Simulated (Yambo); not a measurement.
Yambo run on IrCl3 (space group C2/m, No. 12). The wavefunctions are norm-conserving PBEsol (Quantum ESPRESSO, 68 Ry, scalar-relativistic) ones on a 2×2×2 mesh (38 occupied bands); a = 6.065 Å, b = 6.065 Å, c = 5.949 Å, α = 99.28°, β = 99.28°, γ = 120.02°.

Yambo input:

```
rim_cut
HF_and_locXC
RandQpts= 1000000
RandGvec= 1 Ry
EXXRLvcs= 68 Ry
VXCRLvcs= 272 Ry
% QPkrange
 1 | 1 | 38 | 39 |
 2 | 2 | 38 | 39 |
 3 | 3 | 38 | 39 |
 4 | 4 | 38 | 39 |
 5 | 5 | 38 | 39 |
 6 | 6 | 38 | 39 |
%
```

k points by index: 1 = Γ, 2 = (0, 0, -0.5), 3 = (0, -0.5, 0), 4 = (0, -0.5, -0.5), 5 = (-0.5, -0.5, 0), 6 = (-0.5, -0.5, -0.5).

The o-*.hf file then holds:

```
#    K-point    Band    Eo [eV]    Ehf [eV]    Vxc [eV]    Vnlxc [eV]
#
    1    38    -0.206570    -4.371810    -18.58639    -22.75163
    1    39    1.853682    6.814554    -17.91970    -12.95883
    2    38    -0.227926    -4.392567    -18.61298    -22.77762
    2    39    1.896081    6.857520    -17.95244    -12.99100
    3    38    -0.049431    -3.911195    -17.96547    -21.82723
    3    39    1.837598    6.549816    -17.36493    -12.65271
    4    38    -0.078911    -4.010282    -18.49356    -22.42493
    4    39    1.768521    6.658551    -17.79814    -12.90811
    5    38    0.000000    -3.859425    -17.96652    -21.82594
    5    39    1.787246    6.444674    -17.18145    -12.52403
    6    38    -0.047011    -4.031947    -18.64510    -22.63004
    6    39    1.695049    6.621856    -17.83668    -12.90988
```
Exchange alone, without screening.

Spin-orbit coupling is not included.

Geometry relaxed with PBE+D3(BJ).

The structure is a Materials Project entry; no match was found in the copy of COD used, and its stability was not checked.
